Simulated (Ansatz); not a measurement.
# Calculated ²⁷Al NMR of the central transition for Al2O3

Cell: a diffraction structure from the COD, its atoms then relaxed with PBE in this cell.

Space group R-3c:H (No. 167); a = 4.7605, c = 12.9956 Å, γ = 120.00°.

```
site  Wyckoff  site symmetry       x       y       z
  Al      12c             3.  0.0000  0.0000  0.8521
   O      18e             .2  0.9731  0.3333  0.0833
```

One atom of each set is listed; the run and its k-mesh use a cell of 10 atoms with edges of 5.13, 5.13, 5.13 Å.

Method: Kohn–Sham DFT in Ansatz, LDA, plane waves and PAW, scalar-relativistic, 420 eV cutoff, Γ-centred 8×8×8 k-points, Fermi–Dirac smearing 0.02 eV.

²⁷Al has I = 5/2 and Q = 146.6 mb (Pyykkö 2018); at 18.8 T its Larmor frequency is ν₀ = 208.7 MHz. Only the quadrupole interaction is simulated: positions count from each site's isotropic chemical shift, and J coupling is left out, as are shift anisotropy and dipolar coupling, which fast spinning averages.

Question: What does the ²⁷Al spectrum (fast magic-angle spinning) show for each site?

Answer: 

```tsv
site	first shell	C_Q (MHz)	η	P_Q (MHz)	δ_QIS (ppm)	breadth (kHz)
Al	6 O at 1.86–1.97 Å	2.01	0.00	2.01	-0.558	0.249
```

δ_QIS = −(ν_Q²/30ν₀²)[I(I+1) − 3/4](1 + η²/3) × 10⁶ ppm with ν_Q = 3|C_Q|/[2I(2I−1)]; it falls as 1/B₀² in ppm, and the breadth as 1/B₀ in kHz.

An axis of threefold or higher order runs through Al, so V_zz lies along it and η is zero.

At this cell the LDA pressure is -5 GPa, so with LDA the cell would shrink if it were relaxed.
